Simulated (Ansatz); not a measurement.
FeS$_{2}$:
```xyz
6
Lattice="4.3674 0.0000 0.0000 0.0000 5.3332 0.0000 0.0000 0.0000 3.3444" Properties=species:S:1:pos:R:3 pbc="T T T"
Fe     0.0000     0.0000     0.0000
Fe     2.1837     2.6666     1.6722
S      0.9047     1.9969     0.0000
S      3.0884     0.6697     1.6722
S      1.2790     4.6635     1.6722
S      3.4627     3.3363     0.0000
```

Relaxed with PBEsol.

Map the valence electron density (e/Å³), cut off at 1 on the plane through (0.000, 0.000, 0.000) spanned by u = [1, 0, 0] and v = [0, 1, 0] in lattice vectors, from the program Ansatz at the PBEsol level (PAW).

x is the fraction of u, y of v (the angle between them is 90°; rows are the nearest grid lines); atoms in the plane: Fe at (0.00, 0.00), S at (0.21, 0.37), S at (0.79, 0.63).
```
|@@@@@=..       ..=@@@@@|
|@@@@@-..       ..-@@@@@|
|@@@@*-..        .-*@@@@|
|@@*=:..       ..:-=+#@@|
|+=-:..        .:=+***++|
|=::.         .-=#%@@%*=|
|=:.         .:=#@@@@@#=|
|+:.        .:=*@@@@@@%+|
|+-.        .:+%@#-=@@@+|
|*=-:::.....:-*@@#::#@@*|
|#+=====-:..:-+%@@%%@@@#|
|#*#####*=-:::=*@@@@@@%#|
|#%@@@@@@*=:::-=*#####*#|
|#@@@%%@@%+-:..:-=====+#|
|*@@#::#@@*-:.....:::-=*|
|+@@@=-#@%+:.        .-+|
|+%@@@@@@*=:.        .:+|
|=#@@@@@#=:.         .:=|
|=*%@@%#=-.         .::=|
|++***+=:.        ..:-=+|
|@@#+=-:..       ..:=*@@|
|@@@@*-.        ..-*@@@@|
|@@@@@-..       ..-@@@@@|
|@@@@@=..       ..=@@@@@|
```
Scale: ten equal steps from 0.055 (start of ' ') to 1.00 (end of '@'), in the order ' .:-=+*#%@'; x runs from 0.000 to 1.00, y from 0.000 (bottom) to 1.00 (top).

The density is the valence pseudo-density with augmentation charge, so density and ELF within about 1 Å of a nucleus are not all-electron values.

Space group Pnnm. The cell was relaxed with PBEsol under the symmetry of its start. The workflow began spin-polarised and lost its moments.

Potentials: the later of the program's two PAW sets.
